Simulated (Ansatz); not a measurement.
Kick test of a cell of Be3CdS2

It was reached by relaxing an invented guess, and it needn't be the stable form of this composition.

Theory: Ansatz, DFT PBE, scalar-relativistic, plane waves, PAW. Cutoff 420 eV; k points 12×12×12 on the computed 6-atom cell (Γ-centred); Gaussian smearing, width 0.10 eV; no spin polarisation.

The cell below (6 atoms, space group P6/mmm (No. 191)) is relaxed within its symmetry.

```yaml
crystal:
  lattice:
    - [5.59760, 0.00000, 0.00000]
    - [-2.79880, 4.84766, 0.00000]
    - [0.00000, 0.00000, 3.14194]
  atoms:
    - { symbol: Be, position: [0.50000, 0.50000, 0.50000] }
    - { symbol: Be, position: [0.50000, 0.00000, 0.50000] }
    - { symbol: Be, position: [0.00000, 0.50000, 0.50000] }
    - { symbol: Cd, position: [0.00000, 0.00000, 0.50000] }
    - { symbol: S, position: [0.66667, 0.33333, 0.00000] }
    - { symbol: S, position: [0.33333, 0.66667, 0.00000] }
```

For the test a repeat of it with 12 atoms (edges 3.14, 5.60, 9.70 Å) was strained at random (σ = 1.5 % a component), the atoms were moved at random (σ = 0.15 Å), and all was relaxed again on a coarse 8×4×2 mesh (in the run’s order of axes) with 0.20 eV smearing, with no symmetry imposed.

Task: What happens?

Result: It doesn't return. The energy falls by 345 meV/atom on that mesh, the volume changes by 13.5 %, and the end has space group P2_12_12 (No. 18) at a loose tolerance. Relaxed again on an 8×4×10 mesh with 0.02 eV smearing, the new structure lies 350 meV/atom below the first (mesh in the axes of the run's cell; the cell below is made exact in the group named). Space group P2_12_12 (No. 18), orthorhombic, a = 5.226 Å, b = 10.749 Å, c = 3.443 Å. Be on a site of symmetry 1 is surrounded by 3 S at 2.08–2.10 Å, 1 Be at 2.28 Å and 1 Cd at 2.55 Å; Be on a site of symmetry 2 is surrounded by 2 S at 2.13 Å, 2 Be at 2.28 Å and 2 Cd at 2.72 Å; Cd is surrounded by 2 Be at 2.55 Å and 2 Be at 2.72 Å; S has 4 Be at 2.08–2.13 Å.

```cif
data_structure
_symmetry_space_group_name_H-M 'P2_12_12'
_symmetry_Int_Tables_number 18
_cell_length_a 5.2255
_cell_length_b 10.7493
_cell_length_c 3.4433
_cell_angle_alpha 90.000
_cell_angle_beta 90.000
_cell_angle_gamma 90.000
_cell_volume 193.41
loop_
_atom_site_label
_atom_site_type_symbol
_atom_site_symmetry_multiplicity
_atom_site_Wyckoff_symbol
_atom_site_fract_x
_atom_site_fract_y
_atom_site_fract_z
_atom_site_occupancy
Be1 Be 4 c 0.17269 0.32400 0.76002 1
Be2 Be 2 b 0.50000 0.00000 0.97877 1
Cd1 Cd 2 a 0.00000 0.00000 0.19720 1
S1 S 4 c 0.44599 0.18158 0.74218 1
```
